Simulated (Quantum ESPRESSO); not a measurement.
## Mo5AlSn2 (one composition in several site orders)

A calculation, not a measurement. The program is pw.x of Quantum ESPRESSO 7.5 (plane-wave density functional theory). The cell is made up: eight metal atoms on a face-centred cubic lattice, with elements, volume, strain and displacements drawn at random and not relaxed, so it may be unstable or far from any real phase. PseudoDojo standard norm-conserving files set the functional (PBE unless stated); there is no spin polarisation or spin-orbit coupling, the Fermi-Dirac width of 0.25 eV means electrons at about 2900 K, and the masses in the input are unused placeholders. The tin pseudopotential is less sure than most, with forces differing by about three percent from a second method on plain tin. A spin test at this wide smearing found no moment, but such smearing suppresses magnetism that the real alloy may have.

The runs put one composition on the sites in different orders. Cell, positions, cutoff, mesh and smearing stay as in the input of run 1; sites are counted in its order. Stress in the tables is positive in tension.

Input of run 1:

```
&control calculation='scf', pseudo_dir='./dojo.nc.sr.pbe.v0_5.standard.upf', outdir='./o', disk_io='minimal', tprnfor=.true., tstress=.true. /
&system ibrav=0, nat=8, ntyp=3, nbnd=65, ecutwfc=79.96652505, nosym=.true., tot_charge=0,
 occupations='smearing', smearing='fd', degauss=0.0183746611
/
&electrons conv_thr=1.470e-08, electron_maxstep=70, mixing_beta=0.5 /
ATOMIC_SPECIES
Al 1.0 Al.upf
Mo 1.0 Mo.upf
Sn 1.0 Sn.upf
CELL_PARAMETERS angstrom
0.0052 2.0367 2.0881
-4.0557 2.0074 -2.0692
-4.2145 -6.2017 6.3454
ATOMIC_POSITIONS angstrom
Mo 0.1135 0.1021 -0.1007
Al -4.1865 -4.1265 4.3047
Mo -3.9752 -2.2711 2.1011
Mo -4.0739 0.0711 -0.0672
Sn -2.1592 -2.1533 4.2227
Mo -2.0903 0.0594 2.0065
Sn -2.0376 1.9563 0.1086
Mo -6.3519 -2.0545 4.2757
K_POINTS automatic
8 5 3 1 1 1
```

| run | elements on sites 1 to 8 | free energy less that of run 1 (eV) | -TS (eV) | pressure (GPa) | stress xx (GPa) | stress yy (GPa) | stress zz (GPa) | stress yz (GPa) | stress xz (GPa) | stress xy (GPa) | iterations |
| --- | --- | --- | --- | --- | --- | --- | --- | --- | --- | --- | --- |
| 1 | Mo Al Mo Mo Sn Mo Sn Mo | 0.000 | -1.668 | 0.79 | 1.14 | -3.00 | -0.53 | -3.45 | 0.87 | 0.44 | 18 |
| 2 | Al Mo Mo Sn Sn Mo Mo Mo | -0.186 | -1.697 | 0.35 | -1.40 | -0.20 | 0.54 | -3.90 | 1.61 | -0.90 | 19 |
| 3 | Sn Mo Mo Mo Mo Al Sn Mo | 0.982 | -1.646 | 2.99 | -3.26 | -2.11 | -3.61 | -3.30 | -1.65 | 1.17 | 19 |
| 4 | Mo Mo Mo Sn Mo Al Mo Sn | -0.034 | -1.640 | 1.06 | -0.19 | -1.05 | -1.96 | -6.13 | -1.62 | 1.91 | 19 |
| 5 | Mo Mo Mo Mo Mo Sn Sn Al | 0.398 | -1.789 | 0.11 | 2.09 | -0.57 | -1.86 | -1.36 | 0.11 | 0.79 | 18 |
| 6 | Mo Mo Al Mo Sn Mo Mo Sn | 0.415 | -1.654 | 2.34 | -1.92 | -2.66 | -2.44 | -4.27 | -0.46 | 2.06 | 18 |

Forces Fx Fy Fz (eV/Å):

| site | run 1 | run 2 | run 3 | run 4 | run 5 | run 6 |
| --- | --- | --- | --- | --- | --- | --- |
| 1 | -0.35 -0.48 0.54 | -0.44 -0.23 0.36 | -0.04 -1.05 1.29 | -2.01 -0.81 1.05 | 0.20 -0.05 0.17 | -2.00 -1.30 1.46 |
| 2 | -0.69 0.39 -0.44 | -1.45 -0.14 -0.07 | -0.24 1.09 -1.17 | -1.24 0.79 -0.54 | -0.14 0.78 -0.57 | -1.87 0.52 -0.54 |
| 3 | -1.80 1.37 -0.59 | -2.24 1.11 -0.60 | -0.71 0.01 0.03 | -0.16 0.21 -0.35 | -1.30 -0.34 0.16 | -0.20 1.31 -0.84 |
| 4 | -1.34 -0.59 0.50 | -0.49 -0.15 0.06 | -1.65 -0.78 0.54 | -1.16 -0.74 0.65 | -1.56 -0.74 0.69 | -0.22 -0.13 0.08 |
| 5 | 2.46 -0.24 -0.22 | 1.02 -1.01 0.66 | 0.68 0.15 -0.03 | 0.35 0.32 -0.15 | 0.64 0.03 0.16 | 1.57 0.72 -0.87 |
| 6 | 0.12 -1.06 1.07 | 0.98 -0.18 0.22 | -0.58 -1.62 1.50 | 0.15 -0.45 0.40 | 0.18 -2.04 1.92 | 0.28 -0.13 0.14 |
| 7 | 0.08 1.13 -1.14 | 1.17 0.88 -0.88 | -0.11 1.17 -1.19 | 1.30 0.90 -0.88 | 0.49 2.10 -2.08 | 0.03 0.20 -0.31 |
| 8 | 1.51 -0.53 0.29 | 1.45 -0.29 0.24 | 2.64 1.03 -0.98 | 2.77 -0.22 -0.18 | 1.50 0.26 -0.46 | 2.41 -1.18 0.88 |

The sites are displaced and not relaxed, so the energy differences mix bonding between neighbours with strain and are not ordering energies. A rerun of one cell of this series at a higher cutoff and on a denser mesh moved values by no more than 0.015 eV in energy, 0.06 GPa in stress and 0.010 eV/Å in force, and a second program with other atomic files agreed on that cell to 2 % rms in force and 0.5 GPa in pressure.